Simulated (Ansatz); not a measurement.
# Field gradients at the nuclei in CO₂

The cell is a COD entry whose atoms were relaxed with PBE, the cell held.

Space group Pa-3 (No. 205); a = 5.6200 Å.

| site | Wyckoff | site symmetry | x | y | z |
| --- | --- | --- | --- | --- | --- |
| C | 4a | .-3. | 0.0000 | 0.0000 | 0.0000 |
| O | 8c | .3. | 0.1200 | 0.1200 | 0.1200 |

One atom of each set is listed.

All values are calculated (Ansatz; DFT, PBE, plane waves and PAW, scalar-relativistic, 420 eV cutoff, Γ-centred 4×4×4 k-points, Fermi–Dirac smearing 0.02 eV), not measured.

C_Q = eQV_zz/h, which is 24.18 MHz for Q = 1 b and V_zz = 10²¹ V/m²; η = (V_xx − V_yy)/V_zz. ν_Q = 3|C_Q|/[2I(2I − 1)].

17O: I = 5/2, Q = -25.58 mb. Q values from Pyykkö, Mol. Phys. 116, 1328 (2018).

(1) What field gradients does the calculation give at each kind of site?

Results:

(1) 

```json
{"site": "O", "atoms": "8", "first shell": "1 C at 1.17 Å", "C_Q (MHz)": "-4.44", "η": "0.00", "ν_Q (MHz)": "0.666"}
```

An axis of threefold or higher order runs through O, so V_zz lies along it and η is zero.

C has no stable isotope with a ground-state quadrupole moment in the table, so these sites are left out.

The database entry as given showed forces above 3 eV/Å or a pressure above 30 GPa, though relaxing it moves no atom far.
